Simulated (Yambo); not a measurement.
## Convergence of the G0W0 gap of BaTiO3

G0W0@PBEsol for BaTiO$_{3}$ (space group P4mm, No. 99) in Yambo. Reference settings: 4×4×4 Γ-centred k mesh, bands 2 to 127 and a 8 Ry block in the screening, 127 bands in G with the Bruneval-Gonze terminator, plasmon pole fitted at 27.2 eV. The PBEsol gap A → Γ on this mesh is 1.81 eV; G0W0 gaps are taken between the same points.

```tsv
change from the reference	G0W0 gap A → Γ (eV)	shift of the valence edge (eV)	rough Yambo cost
reference settings	3.36	-0.32	1
84 bands in W, 84 bands in G	3.35	-0.25	within a factor of two
62 bands in W	3.40	-0.18	about 1/2
2 Ry block	4.04	-0.43	within a factor of two
no random integration	3.32	-0.16	–
4×4×2 mesh	3.33	-0.28	about 1/3
52 bands in G, no terminator	3.38	0.43	–
no terminator	3.44	-0.10	–
```

The reference isn't shown to be the converged limit. Costs are rough (shared machines), scaled to the same edge states, and given only for runs that recompute the screening.

Geometry of the Materials Project entry, not relaxed at this level; primitive cell a = 3.9904 Å, b = 3.9904 Å, c = 4.1027 Å, α = 90.00°, β = 90.00°, γ = 90.00°.

A shift is the quasiparticle energy of the state minus its PBEsol energy.
